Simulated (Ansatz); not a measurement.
# Profile along the Ru–Ru line in Ru (hcp, Mg type)

Ru (hcp, Mg type)

```cif
data_Ru2
_chemical_formula_sum 'Ru2'
_space_group_name_H-M_alt 'P63/mmc'
_space_group_IT_number 194
_space_group_name_Hall '-P 6c 2c'
_cell_length_a 2.72216
_cell_length_b 2.72216
_cell_length_c 4.29083
_cell_angle_alpha 90.000
_cell_angle_beta 90.000
_cell_angle_gamma 120.000
loop_
_atom_site_label
_atom_site_type_symbol
_atom_site_symmetry_multiplicity
_atom_site_Wyckoff_symbol
_atom_site_fract_x
_atom_site_fract_y
_atom_site_fract_z
_atom_site_occupancy
Ru1 Ru 2 d 0.66667 0.33333 0.25000 1
```

Fields along a shortest Ru–Ru line of a (0001) plane (2.72 Å), from Ru to Ru, interpolated on the slice's grid (step about 0.2 Å). These are PBE (plane waves to 420 eV, PAW, scalar-relativistic; Ansatz, a first-principles code) values and carry that method's errors. k mesh 20×20×11. These are valence fields of a PAW run, semicore shells included where kept as valence: close to a nucleus they are smooth pseudo fields. Ru is run without spin polarisation. Ru was relaxed with its symmetry unable to fall.

```tsv
distance from Ru (Å)	valence electron density (e/Å³)	electron localisation function
0.00	10.12	x
0.27	9.40	x
0.54	5.66	0.67
0.82	1.71	0.46
1.09	0.53	0.25
1.36	0.38	0.31
1.63	0.53	0.25
1.90	1.71	0.46
2.18	5.66	0.67
2.45	9.40	x
2.72	10.12	x
```

x: too close to a nucleus for the ELF to mean much.

Density on the Ru–Ru line (2.72 Å) at its midpoint: 0.38 e/Å³. ELF at that point: 0.31.
